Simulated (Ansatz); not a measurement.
H$_{4}$BrN:
```xyz
12
Lattice="5.6925 0.0000 0.0000 0.0000 5.6925 0.0000 0.0000 0.0000 4.0543" Properties=species:S:1:pos:R:3 pbc="T T T"
H      0.0000     4.8491     3.4599
H      3.6896     2.8462     3.4599
H      0.0000     0.8434     3.4599
H      2.0028     2.8462     3.4599
H      2.8462     3.6896     0.5944
H      0.8434     0.0000     0.5944
H      2.8462     2.0028     0.5944
H      4.8491     0.0000     0.5944
Br     0.0000     2.8462     2.1541
Br     2.8462     0.0000     1.9002
N      0.0000     0.0000     0.0000
N      2.8462     2.8462     0.0000
```

Relaxed with r²SCAN+D4. DFT-r²SCAN+D4 in the program Ansatz with PAW potentials gives a gap of 4.93 eV.

### Question
What gap does HSE06 give on the same cell (Ansatz, PAW)?

### Answer
5.58 eV, 0.64 eV more. The hybrid was solved on a coarser mesh and at special points; its gap is the smallest among all of these.

| k | v1 r²SCAN+D4 | c1 r²SCAN+D4 | v1 HSE06 | c1 HSE06 |
|---|---|---|---|---|
| Γ | 0.00 | 4.93 | 0.00 | 5.58 |
| Z | -0.16 | 7.79 | ___ | ___ |
| M | -0.14 | 7.85 | ___ | ___ |
| A | -0.06 | 6.40 | -0.05 | 7.11 |
| R | -0.54 | 7.33 | ___ | ___ |
| X | -0.08 | 6.73 | ___ | ___ |

### Question
Top valence (v1) and lowest conduction level (c1) in eV from each method's valence maximum (which need not be a listed point): supply the withheld HSE06 values.

### Answer

- R, v1 HSE06: -0.57
- R, c1 HSE06: 8.05
- M, v1 HSE06: -0.15
- M, c1 HSE06: 8.46
- Z, v1 HSE06: -0.16
- Z, c1 HSE06: 8.40
- X, v1 HSE06: -0.08
- X, c1 HSE06: 7.41

Cost on shared cores: the r²SCAN+D4 run (SCF on a 5×5×7 mesh, then bands and DOS) very roughly 2.5 core-minutes, the HSE06 run (SCF on 3×3×4, then a few points) around 3 core-minutes (rough); the tasks are unlike.

Space group P4/nmm. The workflow started from a Materials Project entry (that database holds measured and hypothetical structures alike); the Crystallography Open Database files this formula in space group No. 129, but the cells were not matched. Whether it is the stable phase at ambient conditions was not checked. Symmetry was held in the r²SCAN+D4 relaxation; phonons on a q-mesh show no instability. Scalar-relativistic: spin–orbit coupling is off unless named, which matters more the heavier the elements.

Potentials: the later of the program's two PAW sets.
